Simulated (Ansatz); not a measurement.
## Fields on a plane of ZrO2 (baddeleyite type, space group P2_1/c)

```yaml
crystal:
  lattice:
    - [5.15426, 0.00000, 0.00000]
    - [0.00000, 5.22574, 0.00000]
    - [-0.87172, 0.00000, 5.25957]
  atoms:
    - { symbol: Zr, position: [0.27613, 0.04213, 0.20973] }
    - { symbol: Zr, position: [0.72387, 0.54213, 0.29027] }
    - { symbol: Zr, position: [0.72387, 0.95787, 0.79027] }
    - { symbol: Zr, position: [0.27613, 0.45787, 0.70973] }
    - { symbol: O, position: [0.06882, 0.33282, 0.34470] }
    - { symbol: O, position: [0.93118, 0.83282, 0.15530] }
    - { symbol: O, position: [0.93118, 0.66718, 0.65530] }
    - { symbol: O, position: [0.06882, 0.16718, 0.84470] }
    - { symbol: O, position: [0.44966, 0.75727, 0.47782] }
    - { symbol: O, position: [0.55034, 0.25727, 0.02218] }
    - { symbol: O, position: [0.55034, 0.24273, 0.52218] }
    - { symbol: O, position: [0.44966, 0.74273, 0.97782] }
```

The slice is a (1 0 -1) plane (indices of the conventional cell) through the point (0.550, 0.243, 0.522) (fractional), spanned by u = [010] and v = [101] in vectors of this cell: u (5.23 Å) and v (6.78 Å, at 90° to u). It covers one period; positions are fractions (u, v).

Atoms on it: Zr at (0.80, 0.71), 0.2 Å off the plane; O at (0.51, 0.93), 0.2 Å off the plane; O at (0.00, 0.00). Other atoms lie within 1 Å of the plane.

Method: r2SCAN (plane waves to 500 eV, PAW, scalar-relativistic; Ansatz, an electronic-structure program). k mesh 5×5×5. Near the nuclei the fields are pseudised (PAW); where an atom keeps semicore shells as valence, they peak there. ZrO2 is run without spin polarisation. ZrO2 was relaxed with its symmetry unable to fall.

```
|@@#+--=*#@@%*+--+#@|
|##*=--=*%@@@#+--=*#|
|++=-::-+#%%%*+===++|
|=--:..:=+***++***+=|
|--::...:-=+++*#%%#+|
|=-::....::-=+#%%%%*|
|=--:..  ..:-*%%%%%#|
|=--:..   .:-+%%%%%*|
|--::.   .::-+*%%%#+|
|-::..   .:-==+***+=|
|-::.    .--========|
|=-:.    :--===-====|
|+-:.   ..:-==--=+++|
|+=:.   .::-----=+**|
|+-:.  .:::---===+++|
|=-.  .:----=+***++=|
|-:. .:--===*#%%#*==|
|:.  .:-===+*%%%%#+-|
|:.. .:-===+#%%%%#+-|
|--:...:---=*#%%%*==|
|++=-:.::---+*##*+++|
|##*=-:::-====++=+*#|
|@@#+-::-++*++=-=+#@|
|@@%+=--+*#%#*=-=+%@|
```
Scale: ten equal steps from -1.64 (start of ' ') to 0.88 (end of '@'), in the order ' .:-=+*#%@'. Values: log₁₀ of the valence density in e/Å³. The map has 19 points along u (one character each, u = 0 at the left) and 24 along v (v = 0 in the bottom row). The scale is logarithmic, as a density can span decades between atoms and voids.

```
v \ u  0.00  0.11  0.21  0.32  0.42  0.53  0.63  0.74  0.84  0.95
-----  ----  ----  ----  ----  ----  ----  ----  ----  ----  ----
0.88      x   8.9   8.7   8.9     x     x     x  <3.0  <3.0     x
0.75   <3.0   8.6  10.7  11.1  10.9   7.1  <3.0     x     x     x
0.62   <3.0   9.7  11.5  11.7  11.4   8.3  <3.0     x     x  <3.0
0.50   10.0  11.5  11.1  11.2  11.8  10.9   8.5   6.3   6.1   8.2
0.38    9.7  11.9  11.6  11.6  11.1   7.8  <3.0  <3.0   3.2     x
0.25    8.3  11.4  11.9  11.5   8.3  <3.0     x     x     x   3.7
0.12      x  10.4  10.6  10.1   9.1  <3.0     x     x  <3.0     x
0.00      x     x   8.4   8.0     x     x     x   7.8     x     x
```

Values: electrostatic potential energy of an electron, from the cell's mean, in eV. Points within 0.9 Å of a nucleus are blanked (x), as the pseudised field means little there. Values under 3 eV are set to 3. The zero, the cell's mean, hangs on the PAW cores.

Element round which the density of the highest valence band (whole band, smooth part) is largest on this plane: O
Element round which the density of the lowest conduction band (whole band as if filled, smooth part) is largest on this plane: Zr
